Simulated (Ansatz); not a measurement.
Relaxed-ion elastic tensor of Rh (fcc (Cu type), space group No. 225) in GPa (Voigt order), DFT-LDA in the program Ansatz with PAW potentials; density 12.92 g/cm³, 13.22 Å³ per atom.

|  | 1 | 2 | 3 | 4 | 5 | 6 |
|---|---|---|---|---|---|---|
| 1 | 499 | 226 | 226 | 0.0 | 0.0 | 0.0 |
| 2 | 226 | 499 | 226 | 0.0 | 0.0 | 0.0 |
| 3 | 226 | 226 | 499 | 0.0 | 0.0 | 0.0 |
| 4 | 0.0 | 0.0 | 0.0 | 221 | 0.0 | 0.0 |
| 5 | 0.0 | 0.0 | 0.0 | 0.0 | 221 | 0.0 |
| 6 | 0.0 | 0.0 | 0.0 | 0.0 | 0.0 | 221 |

**Question.** Is the crystal mechanically stable?

**Answer.** Yes: the smallest eigenvalue of C is 221 GPa.

**Question.** Work out the Voigt, Reuss and Hill averages.

**Answer.** K_V = 317, K_R = 317, K_H = 317; G_V = 187, G_R = 177, G_H = 182 GPa.

**Question.** Give Young's modulus, Poisson's ratio, Pugh's ratio and the universal anisotropy index.

**Answer.** E = 9KG/(3K + G) = 459 GPa; ν = 0.26; K/G = 1.74 (near the Pugh limit of 1.75, no verdict); A_U = 5G_V/G_R + K_V/K_R − 6 = 0.28.

**Question.** Estimate the sound speeds and the Debye temperature.

**Answer.** v_l = √((K + 4G/3)/ρ) = 6580 m/s, v_t = √(G/ρ) = 3750 m/s, mean 4170 m/s; Θ = (h/k)(3n/4πV)^(1/3) v_m = 525 K.

**Question.** Give the Zener ratio and Young's modulus along [100], [110] and [111].

**Answer.** A = 2C44/(C11 − C12) = 1.61; 1/E = S11 − 2(S11 − S12 − S44/2)Γ with Γ = 0, 1/4, 1/3 gives 359, 478, 537 GPa.

Space group Fm-3m (fcc (Cu type)). The cell was relaxed with LDA under the symmetry of its start. No spin polarisation was allowed. As this level gives no gap, shear constants depend on the k-mesh and smearing (Fermi–Dirac, 0.1 eV here). On the denser mesh and wider smearing of the elastic run this cell carries a stress of 0.3 GPa.

Potentials: the later of the program's two PAW sets.
